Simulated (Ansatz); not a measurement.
## Structure relaxation, MnSi

The start is a relaxed MnSi cell, doubled along one cell vector, shaken by Gaussian noise of σ = 0.08 Å a coordinate. The cell and all atomic positions are relaxed at zero pressure with PBEsol (plane waves to 420 eV, PAW, scalar-relativistic; Ansatz, a quantum-chemistry and plane-wave program). The first steps use a coarse 10×10×5 k-mesh.

The start:
```
CELL_PARAMETERS angstrom
      1.30827     0.75533     3.81498
     -1.30827     0.75533     3.81498
      0.00000    -3.02131     7.62997
ATOMIC_POSITIONS crystal
  Mn 0.04778 0.97033 0.00042
  Mn 0.03931 0.98548 0.48939
  Si 0.51104 0.45058 0.28025
  Si 0.45542 0.48336 0.75652
```
Spin-polarised start, with parallel moments on Mn.

### Question
What pressure does the first self-consistent step give?

### Answer
+5 GPa (positive: the cell is compressed).

### Question
Which atoms feel the largest initial force, and how large is it?

### Answer
About 2.9 eV/Å, on Si4 (atoms numbered as listed).

### Question
By how much does the energy per atom fall from start to end?

### Answer
0.10 eV/atom.

### Question
How do the shortest distances between atoms change?

### Answer
The closest pairs of elements (up to four, under 3.6 Å), start → end: Mn–Si 2.19 → 2.43 Å; Si–Si 2.53 → 2.62 Å; Mn–Mn 2.57 → 2.62 Å.

### Question
Is the relaxed structure metallic? Give its gap.

### Answer
No gap (metallic).

### Question
What magnetic moments remain?

### Answer
Net 0.63 μB/atom, ferromagnetic.

Final structure:

```cif
data_Mn3Si3
_chemical_formula_sum 'Mn3 Si3'
_space_group_name_H-M_alt 'R-3m :H'
_space_group_IT_number 166
_space_group_name_Hall '-R 3 2"'
_cell_length_a 2.61653
_cell_length_b 2.61653
_cell_length_c 11.44495
_cell_angle_alpha 90.000
_cell_angle_beta 90.000
_cell_angle_gamma 120.000
loop_
_atom_site_label
_atom_site_type_symbol
_atom_site_symmetry_multiplicity
_atom_site_Wyckoff_symbol
_atom_site_fract_x
_atom_site_fract_y
_atom_site_fract_z
_atom_site_occupancy
Mn1 Mn 3 b 0.00000 0.00000 0.50000 1
Si1 Si 3 a 0.00000 0.00000 0.00000 1
```
(The calculation used a cell of 2 atoms; values per cell refer to that cell.)

Final values are on a 21×21×21 k-mesh of the relaxed cell. Spin state reached: ferromagnetic (net 0.63 μB/atom), from parallel starting moments; other spin orders were not run from this start.

The relaxed structure here is a generated cell of MnSi: the first start was made by placing the elements on the sites of a structure type, and the end was not matched to a known phase here, so it may be hypothetical. Known forms of MnSi include space group No. 198.
